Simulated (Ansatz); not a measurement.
A: HfN (rock salt), a = 4.548 Å, b = 4.548 Å, c = 4.548 Å, α = 90.00°, β = 90.00°, γ = 90.00°
B: NiSi$_{2}$ (fluorite type, space group Fm-3m), a = 5.4441 Å, b = 5.4441 Å, c = 5.4441 Å, α = 90.00°, β = 90.00°, γ = 90.00°
C: Pt (fcc, Cu type), a = 3.970 Å, b = 3.970 Å, c = 3.970 Å, α = 90.00°, β = 90.00°, γ = 90.00°
D: InP (zinc blende), a = b = c = 5.960 Å, α = β = γ = 90.00°

Scan: energy over volume and axial ratio (atoms clamped). All come from one method, each on a k mesh of its own. All were relaxed with their symmetry unable to fall. HfN is run without spin polarisation. NiSi2 is run without spin polarisation. Pt is run without spin polarisation. Spin-orbit coupling is left out. The PAW data are Ansatz's earlier set.

### Question
Order them by shear modulus C′ = (C11 − C12)/2 (fitted) (lowest first) at the level PBE (plane waves to 420 eV, PAW, scalar-relativistic; Ansatz, a first-principles code).

### Answer
D (21 GPa), B (28 GPa), C (44 GPa), A (221 GPa)

(A scan under strain: stresses follow from slopes of the energy per volume, elastic moduli from its curvatures.)
